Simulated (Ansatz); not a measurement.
SrVHO2 in space group P4/mmm (No. 123; Sr on 1d, V on 1a, O on 2f, H on 1b), the program Ansatz at the r²SCAN level (PAW), all energies at zero smearing, with the estimated change up to a 700 eV cutoff added, with one set of potentials and settings (totals compare only within such a set). Cell of 5 atoms (1 Sr, 1 V, 2 O, 1 H): -7631.371 eV.

| element | reference phase | E (eV/atom) |
|---|---|---|
| Sr | P6_3/mmc, 2 atoms in the cell | -3555.1144 |
| V | Im-3m, 1 atoms in the cell | -2917.0669 |
| O | C2/m, 4 atoms in the cell, spin-polarised | -566.0281 |
| H | P2_12_12_1, 8 atoms in the cell | -15.9458 |

Formation energy per atom, worked out: (-7631.371 − 1×(-3555.1144) − 1×(-2917.0669) − 2×(-566.0281) − 1×(-15.9458))/5 = -2.237 eV/atom (-216 kJ per mol of atoms), at 0 K, without zero-point energy or fitted corrections.

The start of the workflow was typed in or built on a structure type; neither database checked (COD, Materials Project) lists it. Whether it is the stable phase at ambient conditions was not checked. The r²SCAN relaxation kept the symmetry of its start; whether a distortion lowers the energy is not shown. The final state is ferromagnetic, the only order run, not a proven ground state. The cell computed holds one magnetic atom, so no antiferromagnetic order was within reach. Other orbital occupations within this spin state were not tried. No Hubbard U is applied. The references are the lowest solids computed at this level, not always the standard phases (solids in place of the gases).

Potentials: the later of the program's two PAW sets.
